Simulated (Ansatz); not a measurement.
Ga$_{2}$O$_{3}$:
```
Ga2O3
1.0
    1.38669    -4.62000     0.00000
    1.38669     4.62000     0.00000
    0.00000     0.00000     7.19665
Ga O
4 6
Direct
  0.24699   0.75301   0.25000
  0.75301   0.24699   0.75000
  0.00000   0.00000   0.50000
  0.00000   0.00000   0.00000
  0.36324   0.63676   0.92392
  0.63676   0.36324   0.07608
  0.63676   0.36324   0.42392
  0.36324   0.63676   0.57608
  0.10676   0.89324   0.75000
  0.89324   0.10676   0.25000
```

The program Ansatz at the r²SCAN level (PAW) gives a gap of 2.31 eV without spin–orbit coupling, maximum on the Σ0–Γ line, 82 % of the way from Σ0, minimum at Γ.

### Question
What happens when spin–orbit coupling is switched on?

### Answer
The gap stays essentially unchanged, to 2.31 eV; maximum on the Σ0–Γ line, 82 % of the way from Σ0, minimum at Γ.

### Question
Give the electron effective mass with spin–orbit coupling.

### Answer
0.21, 0.23, 0.23 mₑ (principal values).

### Question
Give the hole effective mass with spin–orbit coupling.

### Answer
0.50, 2.8, 5.5 mₑ (principal values).

Space group Cmcm. The first step of the workflow began from a Materials Project structure, measured or hypothetical; the Crystallography Open Database copy checked does not list it. It is not the phase usual at ambient conditions (space group No. 12, 167). Symmetry was held in the r²SCAN relaxation. At this level the phase is dynamically unstable (imaginary phonons).

Potentials: the later of the program's two PAW sets.
